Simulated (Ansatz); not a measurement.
**P: an elastic constant from a strain scan**

These are results of Ansatz 0.2.0, DFT r2SCAN, scalar-relativistic, plane waves, PAW, not measurements. The runs took a 500 eV cutoff, a Γ-centred 24×24×12 mesh and Gaussian smearing (0.15 eV). No spin polarisation. Energies are free energies at this smearing, counted from the undisturbed cell; pressure is positive in compression.

The undisturbed cell (relaxed at this level; with this scan's settings it stands at -0.3 GPa; this simple cubic form isn't the usual structure):

```
P
1.0
     2.44927    0.00000    0.00535
     0.00000    2.44951    0.00000
    -0.00981    0.00000    4.82390
P
2
Direct
  0.00000 0.00000 0.25038
  0.00000 0.00000 0.74962
```

The cell is strained by ε times the Voigt pattern (1, 0, 0, 0, 0, 0) (xx, yy, zz, yz, xz, xy; engineering shear) with fractional coordinates fixed. The cell holds 2 atoms in V0 = 28.94 Å³. The stress column is τ = (1/V0) dE/dε, got from the stress tensor σ (compression positive) at each point as −det(1 + εP) σ : P(1 + εP)⁻¹, with P the pattern as a tensor.

| ε | ΔE (meV/atom) | τ (GPa) |
| --- | --- | --- |
| -0.0600 | ? | ? |
| -0.0300 | 7.320 | -6.504 |
| 0.0000 | 0.000 | 0.771 |
| 0.0150 | 3.484 | 4.341 |
| 0.0450 | 24.041 | 10.623 |

Problem. Which combination of elastic constants does this scan measure, and how large is it?

Solution. For small ε, τ = τ0 + Kε with K = pᵀCp, which for this pattern is C11 in the Cartesian frame shown. The parabola through τ at ε = -0.0300, 0 and 0.0150 has slope K = 239 GPa at zero. The energies per cell, E = NΔE, of the same two points give K = 2[E(ε₊)/ε₊ − E(ε₋)/ε₋]/[(ε₊ − ε₋)V0] = 234 GPa, in agreement. These are clamped-ion values.

Problem. Predict the withheld row at ε = -0.0600 from the harmonic law, and compare.

Solution. ΔE = V0(τ0 ε + Kε²/2)/N = 34.757 meV/atom and τ = -13.60 GPa. The calculation gives 42.194 meV/atom and -20.30 GPa: the energy lies 21 % above the harmonic value, as bonds stiffen under compression.

In a metal these slopes depend on the k mesh and the smearing.

Cost: 5 runs of about 5.8 core-minutes in all, on Intel Xeon Processor @ 2.70GHz (shared hosts).